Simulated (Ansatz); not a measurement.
The runs began from a structure in Materials Project; this end point is another cell, not compared with measured phases.

The end point of a relaxation of ScOF. Space group P4₂/mmc (No. 131). Level of theory: PBEsol (plane waves to 420 eV, PAW, scalar-relativistic; Ansatz, a quantum-chemistry and plane-wave program).

Space group P4₂/mmc (No. 131); a = 3.5422 Å, b = 3.5422 Å, c = 5.0716 Å, α = 90.00°, β = 90.00°, γ = 90.00°

```tsv
atom	site	symmetry	x	y	z
Sc	2c	mmm.	0.0000	0.5000	0.0000
F	2e	-4m2	0.0000	0.0000	0.2500
O	2f	-4m2	0.5000	0.5000	0.2500
```

Question: Give the band gap at the level PBEsol.

Answer: 2.71 eV, direct at Γ (no spin-orbit coupling).

No spin polarisation in the result.

The run could not lose the symmetry of its start.

It was reached from a disturbed copy of a P4/nmm (No. 129) cell, against which it lies +0.150 eV/atom.
